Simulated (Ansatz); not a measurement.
## Every step of a relaxation of fluorite Al2Pt (110), 2 layers

DFT, r2SCAN, PAW with Ansatz's default frozen-core files, scalar-relativistic (Ansatz 0.2.0); a Γ-centred 9×6×1 k mesh, Fermi–Dirac smearing of 0.05 eV, no spin polarisation. The run relaxes the atoms in the fixed cell.

Command: `ansatz run input.yaml --threads 2 --pin off --max-ram 4096MiB --backend cpu --events-out ev --progress --plain --runs-dir out` It took 77 s on 2 threads of Intel(R) Xeon(R) 6975P-C (Granite Rapids), with other jobs on the host, peak memory 1.4 GiB.

```yaml
crystal:
  lattice:
    - [4.1745129724, 0.0, 0.0]
    - [0.0, 5.9036528618, 0.0]
    - [0.0, 0.0, 18.0873]
  atoms:
    - { symbol: Pt, position: [0.0, 0.125, 0.4423004958] }
    - { symbol: Al, position: [0.5, 0.875, 0.4423004958] }
    - { symbol: Al, position: [0.5, 0.375, 0.4423004958] }
    - { symbol: Pt, position: [0.5, 0.625, 0.5576995042] }
    - { symbol: Al, position: [0.0, 0.375, 0.5576995042] }
    - { symbol: Al, position: [0.0, 0.875, 0.5576995042] }
kpoints:
  mp_grid: { grid: [9, 6, 1] }
scf:
  occupations: { method: fermi_dirac, width: 0.05 }
hamiltonian:
  xc: r2scan
  pseudopotentials: { kind: paw }
output:
  forces: true
  stress: true
  eigenvalues: true
relax:
  f_tol: 0.01
  max_steps: 40
efield:
  axis: 3
  amplitude: 0
  dipole_correction: true
```

Each step lists its free energy a cell above the last geometry, and Cartesian positions (Å) with forces (eV/Å).

The first step:

```
step 1  dF = 145.94 meV
  Pt 0.0000 0.7380 8.0000   0.0000 0.0000 0.6291
  Al 2.0873 5.1657 8.0000   0.0000 0.0260 0.3461
  Al 2.0873 2.2139 8.0000   0.0000 -0.0260 0.3461
  Pt 2.0873 3.6898 10.0873   0.0000 0.0000 -0.6291
  Al 0.0000 2.2139 10.0873   0.0000 0.0260 -0.3461
  Al 0.0000 5.1657 10.0873   0.0000 -0.0260 -0.3461
```

Spin–orbit coupling is left out, which matters for the heavy atoms. The PAW files were made under PBE.

Q: Where does the relaxation end, and by which steps?

A: After 4 geometries, with a shortest distance of 2.441 Å. The further steps:
```
step 2  dF = 37.05 meV
  Pt 0.0000 0.7380 8.0642   0.0000 0.0000 0.2572
  Al 2.0873 5.1971 8.0492   0.0000 0.0946 0.0994
  Al 2.0873 2.1825 8.0492   0.0000 -0.0946 0.0994
  Pt 2.0873 3.6898 10.0231   0.0000 0.0000 -0.2572
  Al 0.0000 2.2453 10.0381   0.0000 0.0946 -0.0995
  Al 0.0000 5.1343 10.0381   0.0000 -0.0946 -0.0995
step 3  dF = 0.78 meV
  Pt 0.0000 0.7380 8.1399   0.0000 0.0000 0.0198
  Al 2.0873 5.2506 8.0652   0.0000 0.0136 0.0209
  Al 2.0873 2.1289 8.0652   0.0000 -0.0136 0.0209
  Pt 2.0873 3.6898 9.9474   0.0000 0.0000 -0.0197
  Al 0.0000 2.2988 10.0221   0.0000 0.0137 -0.0209
  Al 0.0000 5.0807 10.0221   0.0000 -0.0137 -0.0209
step 4  dF = 0.00 meV
  Pt 0.0000 0.7380 8.1436   0.0000 0.0000 0.0019
  Al 2.0873 5.2582 8.0734   0.0000 0.0028 0.0058
  Al 2.0873 2.1214 8.0734   0.0000 -0.0028 0.0058
  Pt 2.0873 3.6898 9.9438   0.0000 0.0000 -0.0020
  Al 0.0000 2.3064 10.0139   0.0000 0.0026 -0.0058
  Al 0.0000 5.0732 10.0139   0.0000 -0.0026 -0.0058
```
